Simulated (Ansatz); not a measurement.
All numbers below come from DFT PBE, scalar-relativistic, plane waves, PAW (Ansatz 0.2.0). Settings: cutoff 420 eV, Γ-centred meshes spaced at most about 0.3 Å⁻¹, and about 0.25 Å⁻¹ or finer for metals (2π included), Gaussian smearing. No spin polarisation in the final relaxations.

Temperature and zero-point effects are left out. All come from trial cells, and lower structures may exist.

Task: These unrelaxed guesses for LuHf₄O are each relaxed within their symmetry. Order them by the energy at which they end, lowest first.
A.

Space group P-6m2 (No. 187). a = 5.395 Å, b = 5.395 Å, c = 4.467 Å, α = 90.00°, β = 90.00°, γ = 120.00°
```tsv
atom	site	symmetry	x	y	z
Lu	1a	-6m2	0.0000	0.0000	0.0000
Hf	1c	-6m2	0.3333	0.6667	0.0000
Hf	3k	mm2	0.5006	0.4994	0.5000
O	1e	-6m2	0.6667	0.3333	0.0000
```

B.

Space group P4/mmm (No. 123). a = 4.097 Å, b = 4.097 Å, c = 5.801 Å, α = 90.00°, β = 90.00°, γ = 90.00°
```csv
atom,site,symmetry,x,y,z
Lu,1d,4/mmm,0.5000,0.5000,0.5000
Hf,4i,2mm.,0.5000,0.0000,0.7458
O,1a,4/mmm,0.0000,0.0000,0.0000
```

C.

Space group P4/mmm (No. 123). a = 2.984 Å, b = 2.984 Å, c = 11.246 Å, α = 90.00°, β = 90.00°, γ = 90.00°
| atom | site | symmetry | x | y | z |
| --- | --- | --- | --- | --- | --- |
| Lu | 1b | 4/mmm | 0.0000 | 0.0000 | 0.5000 |
| Hf | 2h | 4mm | 0.5000 | 0.5000 | 0.3645 |
| Hf | 2h | 4mm | 0.5000 | 0.5000 | 0.8643 |
| O | 1a | 4/mmm | 0.0000 | 0.0000 | 0.0000 |

D.

Space group F-43m (No. 216). a = 7.748 Å, b = 7.748 Å, c = 7.748 Å, α = 90.00°, β = 90.00°, γ = 90.00°
```
atom  site  symmetry       x       y       z
  Lu    4c      -43m  0.2500  0.2500  0.2500
  Hf   16e       .3m  0.8750  0.3750  0.1250
   O    4a      -43m  0.0000  0.0000  0.0000
```

Result: A (ends in P-6m2, 0 meV/atom), C (ends in P4/mmm, 38 meV/atom), B (ends in P4/mmm, 249 meV/atom), D (ends in F-43m, 0.79 eV/atom).

These runs have no spin–orbit coupling, which can matter for Hf. A magnetic state wasn't ruled out in cells without spin, among them P-6m2, P4/mmm at 20.3 Å³/atom, P4/mmm at 22.5 Å³/atom, F-43m. Cells relaxed within their symmetry can be saddle points. Some candidate types were left out of the draw beforehand, so a known form may be missing.
